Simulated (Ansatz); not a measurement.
Hf₄N: computed properties

The calculation used DFT PBE, scalar-relativistic, plane waves, PAW (Ansatz 0.2.0).

Plane waves to 420 eV, a k mesh through Γ of 8×8×8 on the computed 5-atom cell and Gaussian smearing (0.10 eV); no spin polarisation.

The structure is relaxed at this level of theory with its symmetry kept, and needn't be the ground state of this composition.

```
Hf N
1.0
     4.51227    0.00000    0.00000
     0.00000    4.51227    0.00000
     0.00000    0.00000    4.51227
Hf N
4 1
Direct
  0.50000 0.00000 0.00000
  0.00000 0.50000 0.00000
  0.00000 0.00000 0.50000
  0.50000 0.50000 0.50000
  0.00000 0.00000 0.00000
```

- Space group: Pm-3m (No. 221)
- Volume per atom: 18.37 Å³
- Formation energy from the elements' standard states (uncorrected): -0.675 eV/atom
- Kohn–Sham band gap: none (metal)
- Density of states at the Fermi level: 4.7 states/eV per cell
- Orbital (Löwdin) character within 0.5 eV of the Fermi level: Hf 5d 85 %, unprojected 7 %
- Bader charge by site (e): Hf (3 in the cell) 0.70, Hf (1 in the cell) -0.08, N (1 in the cell) -2.00

Spin-orbit coupling is left out, which matters for the bands of heavy elements. Spin polarisation was left out, and a magnetic state may lie lower.

The cell was found from a structure generator's guess, not taken from experiment. Löwdin shares on free-atom orbitals overweight diffuse shells.
